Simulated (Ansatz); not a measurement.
LiF:
```xyz
2
Lattice="2.4660 0.0000 0.0000 0.0000 2.4660 0.0000 0.0000 0.0000 2.4660" Properties=species:S:1:pos:R:3 pbc="T T T"
Li     0.0000     0.0000     0.0000
F      1.2330     1.2330     1.2330
```

Relaxed with LDA.

Question: Give the optical modes at the zone centre with their infrared and Raman activity from DFPT, plane-wave PAW LDA (Ansatz code).

Answer: Transverse frequencies, without the LO–TO term; a row sums one degenerate level.

| ω (cm⁻¹) | degeneracy | IR ((D/Å)²/amu) | Raman (Å⁴/amu) | activity | symmetry |
|---|---|---|---|---|---|
| 65i | 3 | 16.38 | 0 | IR | T1u |

Question: How high does the top mode go among those that the LO–TO term moves?

Answer: 590 cm⁻¹ for q along x.

Space group Pm-3m (CsCl type). The first step of the workflow began from a Materials Project structure, measured or hypothetical; the Crystallography Open Database copy checked does not list it. It is not the phase usual at ambient conditions (space group No. 225). Symmetry was held in the LDA relaxation. At this level the phase is dynamically unstable (imaginary phonons).

Potentials: the later of the program's two PAW sets.
